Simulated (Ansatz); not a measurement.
## Al2Cu: energy along a strain

Al2Cu, P4/mmm, a = 4.084 Å, c = 2.846 Å. The structure is a Materials Project entry; whether it is the stable form wasn't checked. Ansatz: PBEsol, PAW, 420 eV, Γ-centred 12×12×16 mesh on 3 atoms, Gaussian smearing 0.15 eV; no spin polarisation. Cell vectors (Å): 4.084 0.000 0.000; 0.000 4.084 0.000; 0.000 0.000 2.846. The cell is strained by x per cent times the pattern (0 0 0 0 0 1) in the order xx yy zz yz xz xy (engineering shears), with fractional coordinates held. y is the free energy over the start, V0 = 15.826 Å³/atom. Symmetry makes y even in x.

| x (%) | y (meV/atom) |
| --- | --- |
| -6.00 | 8.70 |
| -3.00 | 2.26 |
| 0.00 | 0.00 |
| 0.75 | 0.15 |
| 1.50 | 0.58 |
| 2.25 | 1.29 |
| 3.75 | 3.50 |
| 4.50 | ? |
| 5.25 | 6.72 |

Q: Fit y = c2 x² + c4 x⁴ to the other rows, get the stiffness along the pattern, and predict the missing energy.

A: Least squares on the rows shown. y = 0.2538 x² − 0.0003448 x⁴. The clamped-ion stiffness p·C·p = 2 × 2.538 eV × 160.2 / 15.826 Å³ = 51 GPa, which is C66 in these axes. At x = 4.50 the fit asked for gives 5.00 meV/atom. The run gave 4.99 meV/atom, so the fit is 0.01 meV/atom too high, within twice the rms miss on the fitted rows (0.010 meV/atom).

Cost: 9 runs of about 2.3 core-minutes in all, on Arm Neoverse V2 (shared hosts).